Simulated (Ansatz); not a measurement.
Ag₂S in space group Cmcm (No. 63; Ag on 4a, Ag on 4c, S on 4c), PBEsol (plane waves, PAW; program Ansatz). The conduction-band minimum lies at Γ, with 1 equivalent valley. Second derivatives d²E/dk² of the lowest band at one valley (eV·Å²), along Cartesian directions:

```json
[
 {"direction": "[100]", "d²E/dk²": "66.58"},
 {"direction": "[010]", "d²E/dk²": "6.601"},
 {"direction": "[001]", "d²E/dk²": "17.16"},
 {"direction": "[110]", "d²E/dk²": "36.61"},
 {"direction": "[101]", "d²E/dk²": "41.92"},
 {"direction": "[011]", "d²E/dk²": "11.88"}
]
```

Find the principal effective masses, the density-of-states mass and the conductivity mass.

Off-diagonal terms follow from H_xy = H[110] − (H_xx + H_yy)/2, and m*/mₑ = 7.620 eV·Å² over each eigenvalue: 0.11, 0.44, 1.2. One valley's DOS mass (m₁m₂m₃)^(1/3) = 0.39, conductivity mass 3/(Σ 1/mᵢ) = 0.25 mₑ.

What effective density of states Nc follows at 300 K for parabolic valleys?

Nc = 2.509e19 × 1 × (0.39)^(3/2) ≈ 6.1e18 cm⁻³.

With the computed static dielectric constant 14.2 (mean of the diagonal), estimate a hydrogenic donor's binding energy and radius.

E = 13.606 eV × 0.25/14.2² ≈ 17 meV; a = 0.529 Å × ε/m* ≈ 30 Å. Semilocal masses tend to be too small where the gap is.

The first step of the workflow began from a Materials Project structure, measured or hypothetical; the Crystallography Open Database copy checked does not list it. COD files the formula under space group No. 4, 14, so this cell is another polymorph or a model. Whether it is the stable phase at ambient conditions was not checked. Symmetry was held in the PBEsol relaxation; of distortions, only those at the zone centre were tested. No spin polarisation was allowed. Spin–orbit coupling is left out wherever it is not named.

Potentials: the later of the program's two PAW sets.
